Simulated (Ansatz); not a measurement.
SrCl2:
```cif
data_Cl8Sr4
_chemical_formula_sum 'Sr4 Cl8'
_space_group_name_H-M_alt 'Fm-3m'
_space_group_IT_number 225
_space_group_name_Hall '-F 4 2 3'
_cell_length_a 7.04096
_cell_length_b 7.04096
_cell_length_c 7.04096
_cell_angle_alpha 90.000
_cell_angle_beta 90.000
_cell_angle_gamma 90.000
loop_
_atom_site_label
_atom_site_type_symbol
_atom_site_symmetry_multiplicity
_atom_site_Wyckoff_symbol
_atom_site_fract_x
_atom_site_fract_y
_atom_site_fract_z
_atom_site_occupancy
Sr1 Sr 4 a 0.00000 0.00000 0.00000 1
Cl1 Cl 8 c 0.25000 0.25000 0.25000 1
```
(The calculation used a cell of 3 atoms; values per cell refer to that cell.)

Relaxed with PBE. 

**Question.** HSE06 on this cell (Ansatz, a program for electronic structure, PAW) gives a gap of 6.51 eV. What does PBE give?

**Answer.** 5.24 eV.

Cost on shared cores: the PBE run (SCF on a 7×7×7 mesh, then bands and DOS) around 17 core-seconds (rough), the HSE06 run (SCF on 5×5×5, then a few points) about 2.2 core-minutes (a rough figure); the tasks are unlike.

The PBE relaxation kept the symmetry of its start; phonons on a q-mesh show no instability. Spin–orbit coupling is left out wherever it is not named.

Potentials: the later of the program's two PAW sets.

Ansatz is a plane-wave DFT program.
